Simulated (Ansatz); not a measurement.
CdGa$_{2}$Te$_{4}$ in space group I-4 (No. 82; Cd on 2a, Ga on 2d, Ga on 2b, Te on 8g), r²SCAN in the plane-wave PAW code Ansatz, all energies at zero smearing, with the estimated change up to a 700 eV cutoff added, with one set of potentials and settings (totals compare only within such a set). Cell of 7 atoms (1 Cd, 2 Ga, 4 Te): -43831.323 eV.

| element | reference phase | E (eV/atom) |
|---|---|---|
| Cd | P6_3/mmc, 2 atoms in the cell | -8268.1834 |
| Ga | Cmce, 4 atoms in the cell | -3790.2689 |
| Te | P3_121, 3 atoms in the cell | -6994.8235 |

Formation energy per atom, worked out: (-43831.323 − 1×(-8268.1834) − 2×(-3790.2689) − 4×(-6994.8235))/7 = -0.473 eV/atom (-46 kJ per mol of atoms), at 0 K, without zero-point energy or fitted corrections.

The workflow started from a Materials Project entry (that database holds measured and hypothetical structures alike); the Crystallography Open Database files this formula in space group No. 82, but the cells were not matched. Its standing as an ambient phase is unchecked. Symmetry was held in the r²SCAN relaxation; its stability against distortions is not shown here. The references are the lowest solids computed at this level, not always the standard phases. Spin–orbit coupling is left out wherever it is not named.

Potentials: the later of the program's two PAW sets.
